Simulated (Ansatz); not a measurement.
ScSiO:
Space group P4/nmm, origin choice 1 (No. 129); a = 3.2319 Å, b = 3.2319 Å, c = 7.4491 Å, α = 90.00°, β = 90.00°, γ = 90.00°

```csv
atom,site,symmetry,x,y,z
Sc,2c,4mm,0.5000,0.0000,0.3337
Si,2a,-4m2,0.0000,0.0000,0.0000
O,2c,4mm,0.0000,0.5000,0.3881
```

Relaxed with PBEsol.

### Question
Decompose the optical modes at the zone centre into irreducible representations, and say which are infrared and Raman allowed.

### Answer
Point group 4/mmm: Γ_opt = 2A1g + 2A2u + B1g + 3Eg + 2Eu. Infrared: A2u, Eu. Raman: A1g, B1g, Eg.

### Question
Assign frequencies (DFPT, plane-wave PAW PBEsol (Ansatz code)).

### Answer
B1g 25i, Eu 132, Eg 146, Eu 191, A2u 248, A1g 321, Eg 328, A2u 463, A1g 484, Eg 550 cm⁻¹.

Subscripts of B labels follow the axes of the standard setting.

The start of the workflow was typed in or built on a structure type; neither database checked (COD, Materials Project) lists it. Whether it is the stable phase at ambient conditions was not checked. The cell was relaxed with PBEsol under the symmetry of its start; phonons show weakly imaginary modes. The run is not spin-polarised. As this level gives no gap, phonon frequencies hold no LO–TO term and depend on the k-mesh and smearing (Fermi–Dirac, 0.1 eV here).

Potentials: the earlier of the program's two PAW sets. The files were generated under PBE; for other functionals the program regenerates the frozen cores, and for LDA and PBEsol the local potential too.
